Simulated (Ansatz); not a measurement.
## Structures of BiOs₂: which is lowest?

Plane-wave DFT in Ansatz with scalar-relativistic PAW potentials, cutoff 420 eV, Γ-centred meshes chosen by cell and gap, Gaussian smearing with energies taken to zero width. Every cell was relaxed (cell and atoms) in a run of its own, within the symmetry of its start. Functional: PBE.

Relaxed structures (starts from databases or built by putting these elements on another compound's sites):
A. P4/nmm, 6 atoms in the computed cell, a = 3.799 Å, c = 7.977 Å; sites (symmetry × multiplicity) Bi 4mm × 2, Os -4m2 × 2 + 4mm × 2; start: built
B. Fd-3m, 6 atoms in the computed cell, a = 7.676 Å; sites (symmetry × multiplicity) Bi -43m × 8, Os .-3m × 16; start: built

Question: Rank them by energy. Could pressure change the order?

Answer:
| structure | group | E − E(lowest) (meV/atom) | V (Å³/atom) | gap on mesh (eV) |
| --- | --- | --- | --- | --- |
| A | P4/nmm | 0.0 | 19.19 | 0.00 |
| B | Fd-3m | 288 | 18.84 | 0.00 |

A is lowest, 288 meV/atom under B. The two lowest differ in volume by under 3 %, too little for a first-order estimate of what pressure does to that pair (other pairs aren't weighed here); with rigid cells even 3 % in favour of the higher one would need about 80 GPa. Other structures may lie lower than all of these, and vibrations aren't counted.

Spin-orbit coupling is left out, which matters for the bands of heavy elements. For Tl, Pb and Bi spin-orbit coupling shifts energies too.